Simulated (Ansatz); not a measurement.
B in space group Cmce (No. 64; B on 8f) under volume change, the program Ansatz at the r²SCAN+D4 level (PAW), shape and atoms relaxed at each volume.

| V (Å³/atom) | E − E(relaxed) (meV/atom) | P (GPa) |
|---|---|---|
| 5.760 | 49.8 | 30.05 |
| 5.950 | 21.1 | 18.64 |
| 6.140 | 5.0 | 8.69 |
| 6.330 | 0.0 | 0.01 |
| 6.520 | 4.6 | -7.58 |
| 6.710 | [?] | [?] |
| 6.899 | [?] | [?] |

Q: Some entries are withheld; supply them.

A: 
- 6.899, E − E(relaxed) (meV/atom): 37.9
- 6.899, P (GPa): -19.98
- 6.710, E − E(relaxed) (meV/atom): 17.6
- 6.710, P (GPa): -14.20

Q: What does a third-order Birch–Murnaghan fit give for V₀, B₀ and B′?

A: V₀ = 6.33 Å³/atom, B₀ = 270 GPa, B′ = 3.5.

A made-up cell: these elements were put on the sites of a structure type; neither database checked (COD, Materials Project) lists it. It is not the phase usual at ambient conditions (space group No. 166). The r²SCAN+D4 relaxation kept the symmetry of its start; whether a distortion lowers the energy is not shown.

Potentials: the later of the program's two PAW sets.
